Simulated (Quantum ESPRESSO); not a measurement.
Kohn-Sham bands of Mg(AlC)2 (P-3m1)

```
CELL_PARAMETERS angstrom
      3.39065     0.00000     0.00000
     -1.69532     2.93639     0.00000
      0.00000     0.00000     5.82372
ATOMIC_POSITIONS crystal
  Mg 0.00000 0.00000 0.00000
  Al 0.66667 0.33333 0.35001
  Al 0.33333 0.66667 0.64999
  C  0.33333 0.66667 0.27008
  C  0.66667 0.33333 0.72992
```

Structure: Materials Project mp-9514, symmetrised, not relaxed again. Not found in the COD (Crystallography Open Database) copy used; not checked further. Computed values, not measurements, from PBEsol: Quantum ESPRESSO (norm-conserving PseudoDojo potentials, cutoff 68 Ry, no spin polarisation, no spin-orbit coupling) on a Γ-centred 6×6×4 mesh, then Wannier90. Density: 12×12×6 mesh, cold smearing 0.01 Ry.

Energies are relative to the valence-band maximum; weights are on the orthonormalised atomic waves of the pseudopotential files, averaged over the group. 24 electrons a cell are treated as valence.

```csv
bands,from (eV),to (eV),filling,weight on atomic waves
1,-74.99,-74.99,filled,(withheld)
2–4,-41.92,-41.91,filled,(withheld)
5–6,-13.21,-9.60,filled,(withheld)
7–12,-6.55,0.00,filled,(withheld)
```

### Question
Which atomic shells make up each group?

### Answer

- 1, weight on atomic waves: Mg 2s 98 %
- 2–4, weight on atomic waves: Mg 2p 100 %
- 5–6, weight on atomic waves: C 2s 49 %, Al 3p 33 %, Al 3s 12 %
- 7–12, weight on atomic waves: C 2p 66 %, Al 3p 18 %, Al 3s 7 %

The Kohn-Sham gap over both meshes and the path is 1.67 eV.
